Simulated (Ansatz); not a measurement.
Calculated with Ansatz: Os3Pb2Se2, relaxation

The command:

```bash
ansatz run input.yaml --threads 2 --pin off --max-ram 2560MiB --backend cpu --events-out ev --progress --plain --runs-dir out
```

The input file (Ansatz 0.2.0, plane waves):

```yaml
crystal:
  lattice:
    - [2.903695, 5.029343, 0.0]
    - [-2.903695, 5.029343, 0.0]
    - [0.0, -3.352895, 4.923673]
  atoms:
    - { symbol: Os, position: [0.0, 0.0, 0.5] }
    - { symbol: Os, position: [0.5, 0.0, 0.5] }
    - { symbol: Os, position: [0.0, 0.5, 0.5] }
    - { symbol: Se, position: [0.2809, 0.2809, 0.8427] }
    - { symbol: Se, position: [0.7191, 0.7191, 0.1573] }
    - { symbol: Pb, position: [0.5, 0.5, 0.5] }
    - { symbol: Pb, position: [0.0, 0.0, 0.0] }
  symmetry: { tolerance: 0.0003 }
kpoints:
  mp_grid: { grid: [6, 6, 6], shift: [0, 0, 0] }
magnetization:
  spin_polarized: false
scf:
  occupations: { method: gaussian, width: 0.128 }
  lower_state_search: "off"
hamiltonian:
  pseudopotentials: { kind: paw }
  xc: lda
basis:
  ecutwfc: 420
  fft_grid_basis: typed
relax:
  max_steps: 80
  cell: { p_target: 20.0 }
  f_tol: 0.03
output:
  forces: true
  stress: true
  eigenvalues: true
  bader: true
  populations: true
  elf: true
  write_potential: true
  volumetric_format: npy
  dos:
    e_range: [-12, 8]
    de: 0.05
    projected: { site_lists: { Os: [Os], Pb: [Pb], Se: [Se] } }
  write_density: true
checkpoint:
  read: saved_state
```

Origin of the cell: a known structure type with other elements, at an estimated volume, so it need not be a known compound.

The saved state is a converged single point of the same cell.

Steps («new basis» is an SCF on plane waves selected anew at the same cell):

```csv
step,ΔH (meV/atom),max force component (eV/Å),P (GPa),volume (Å³),SCF iterations,step was
1,0.0,1.735,-3.94,143.81,7,accepted
2,-351.0,1.830,14.90,124.18,7,accepted
3,-376.0,0.914,26.67,115.43,7,accepted
4,-393.9,0.121,19.01,119.70,7,accepted
5,-394.4,0.004,19.89,119.14,6,accepted
6,-394.5,0.000,20.00,119.08,6,accepted
7,-393.7,0.000,20.00,119.08,6,new basis
```

Step 1, with forces in eV/Å:

```xyz
7
Lattice="2.904 5.029 0.000 -2.904 5.029 0.000 0.000 -3.353 4.924" Properties=species:S:1:pos:R:3:forces:R:3 pbc="T T T" step=1
Os    0.000   -1.676    2.462    0.000    0.000    0.000
Os    1.452    0.838    2.462    0.000    0.000    0.000
Os   -1.452    0.838    2.462    0.000    0.000    0.000
Se    0.000    0.000    4.149    0.000    0.000    1.735
Se    0.000    6.706    0.774    0.000    0.000   -1.735
Pb    0.000    3.353    2.462    0.000    0.000    0.000
Pb    0.000    0.000    0.000    0.000    0.000    0.000
```

Step 2, with forces in eV/Å:

```xyz
7
Lattice="2.762 4.784 0.000 -2.762 4.784 0.000 0.000 -3.189 4.698" Properties=species:S:1:pos:R:3:forces:R:3 pbc="T T T" step=2
Os    0.000   -1.595    2.349    0.000    0.000    0.000
Os    1.381    0.797    2.349    0.000    0.000    0.000
Os   -1.381    0.797    2.349    0.000    0.000    0.000
Se    0.000    0.000    4.089    0.000    0.000    1.830
Se    0.000    6.379    0.609    0.000    0.000   -1.830
Pb    0.000    3.189    2.349    0.000    0.000    0.000
Pb    0.000    0.000    0.000    0.000    0.000    0.000
```

Step 3, with forces in eV/Å:

```xyz
7
Lattice="2.732 4.732 0.000 -2.732 4.732 0.000 0.000 -3.155 4.464" Properties=species:S:1:pos:R:3:forces:R:3 pbc="T T T" step=3
Os    0.000   -1.577    2.232    0.000    0.000    0.000
Os    1.366    0.789    2.232    0.000    0.000    0.000
Os   -1.366    0.789    2.232    0.000    0.000    0.000
Se    0.000    0.000    4.032    0.000    0.000   -0.914
Se    0.000    6.309    0.432    0.000    0.000    0.914
Pb    0.000    3.155    2.232    0.000    0.000    0.000
Pb    0.000    0.000    0.000    0.000    0.000    0.000
```

Step 4, with forces in eV/Å:

```xyz
7
Lattice="2.748 4.759 0.000 -2.748 4.759 0.000 0.000 -3.173 4.577" Properties=species:S:1:pos:R:3:forces:R:3 pbc="T T T" step=4
Os    0.000   -1.586    2.288    0.000    0.000    0.000
Os    1.374    0.793    2.288    0.000    0.000    0.000
Os   -1.374    0.793    2.288    0.000    0.000    0.000
Se    0.000    0.000    4.075    0.000    0.000    0.121
Se    0.000    6.346    0.502    0.000    0.000   -0.121
Pb    0.000    3.173    2.288    0.000    0.000    0.000
Pb    0.000    0.000    0.000    0.000    0.000    0.000
```

Step 5, with forces in eV/Å:

```xyz
7
Lattice="2.747 4.757 0.000 -2.747 4.757 0.000 0.000 -3.171 4.559" Properties=species:S:1:pos:R:3:forces:R:3 pbc="T T T" step=5
Os    0.000   -1.586    2.280    0.000    0.000    0.000
Os    1.373    0.793    2.280    0.000    0.000    0.000
Os   -1.373    0.793    2.280    0.000    0.000    0.000
Se    0.000    0.000    4.067    0.000    0.000    0.004
Se    0.000    6.343    0.492    0.000    0.000   -0.004
Pb    0.000    3.171    2.280    0.000    0.000    0.000
Pb    0.000    0.000    0.000    0.000    0.000    0.000
```

Step 7, with forces in eV/Å:

```xyz
7
Lattice="2.747 4.758 0.000 -2.747 4.758 0.000 0.000 -3.172 4.556" Properties=species:S:1:pos:R:3:forces:R:3 pbc="T T T" step=7
Os    0.000   -1.586    2.278    0.000    0.000    0.000
Os    1.373    0.793    2.278    0.000    0.000    0.000
Os   -1.373    0.793    2.278    0.000    0.000    0.000
Se    0.000    0.000    4.065    0.000    0.000    0.000
Se    0.000    6.344    0.491    0.000    0.000    0.000
Pb    0.000    3.172    2.278    0.000    0.000    0.000
Pb    0.000    0.000    0.000    0.000    0.000    0.000
```

```yaml
Enthalpy_lowered_by: 393.7 meV/atom
Volume_change: -17.19 %
Final_pressure: 20.00 GPa
Relaxation_steps_listed: 7
```

Caveats: no moments, though an odd count or open d shells may carry them; no spin-orbit coupling, though heavy elements are present; the relaxation held the start's symmetry, so the end may be a saddle point.

It ran for 150 s of wall time on 2 CPU thread(s) of a shared host, from a saved density.
